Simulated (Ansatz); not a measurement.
SiC:
Space group Pm-3n (No. 223); a = b = c = 5.322 Å, α = β = γ = 90.00°

| atom | site | symmetry | x | y | z |
|---|---|---|---|---|---|
| Si | 6c | -4m.2 | 0.0000 | 0.5000 | 0.2500 |
| C | 6d | -4m.2 | 0.0000 | 0.2500 | 0.5000 |

Relaxed with r²SCAN.

### Question
Tabulate the valence density and the electron localisation function along the shortest Si–Si contact (2.66 Å), plane-wave PAW r²SCAN (Ansatz code).

### Answer


| distance from Si (Å) | density (e/Å³) | ELF |
|---|---|---|
| 0.27 | 0.10 | 0.17 |
| 0.40 | 0.18 | 0.13 |
| 0.53 | 0.29 | 0.17 |
| 0.67 | 0.38 | 0.26 |
| 0.80 | 0.42 | 0.33 |
| 0.93 | 0.42 | 0.34 |
| 1.06 | 0.40 | 0.30 |
| 1.20 | 0.38 | 0.27 |
| 1.33 | 0.37 | 0.25 |
| 1.46 | 0.38 | 0.27 |
| 1.60 | 0.40 | 0.30 |
| 1.73 | 0.42 | 0.34 |
| 1.86 | 0.42 | 0.33 |
| 2.00 | 0.38 | 0.26 |
| 2.13 | 0.29 | 0.17 |
| 2.26 | 0.18 | 0.13 |
| 2.39 | 0.10 | 0.17 |

The density is the valence pseudo-density with augmentation charge, so density and ELF within about 1 Å of a nucleus are not all-electron values.

The start of the workflow was typed in or built on a structure type; neither database checked (COD, Materials Project) lists it. It is not the phase usual at ambient conditions (space group No. 186, 216). The r²SCAN relaxation kept the symmetry of its start; its stability against distortions is not shown here.

Potentials: the later of the program's two PAW sets.
